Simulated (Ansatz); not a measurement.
**ScF₃: pressure against volume, fitted**

```
CELL_PARAMETERS angstrom
4.01245 0.00000 0.00000
0.00000 4.01245 0.00000
0.00000 0.00000 4.01245
ATOMIC_POSITIONS crystal
Sc 0.00000 0.00000 0.00000
F 0.50000 0.00000 0.00000
F 0.00000 0.50000 0.00000
F 0.00000 0.00000 0.50000
```

Atom numbers follow the list: Sc1, F2, F3, F4.

The geometry is COD entry 4127282, unchecked; take it as a test cell.

All numbers below come from DFT, LDA, all-electron LAPW, scalar-relativistic in Ansatz 0.2.0.

The runs use a Γ-centred 6×6×6 k mesh, Fermi–Dirac smearing of 0.02 eV, basis error target 1 meV/atom, no spin polarisation.

The cell is scaled evenly. Fractional coordinates are held (clamped ions).

```tsv
V (Å³/atom)	P (GPa)
15.181	3.74
15.827	-0.94
15.988	-1.96
16.150	-2.92
16.311	-3.83
16.473	-4.69
16.796	-6.27
17.119	-7.68
```

**Question.** Fit a third-order Birch–Murnaghan curve to the pressures.

**Answer.** P = (3B0/2)(y^(7/2) − y^(5/2))[1 + (3/4)(B0′ − 4)(y − 1)] with y = (V0/V)^(2/3) fits within 0.01 GPa for V0 = 15.685 Å³/atom, B0 = 106.6 GPa and B0′ = 4.45.

**Question.** Predict the pressure at the withheld volume, 15.504 Å³/atom.

**Answer.** There y = 1.0078, so the fit gives 1.27 GPa; the run gave 1.27 GPa.
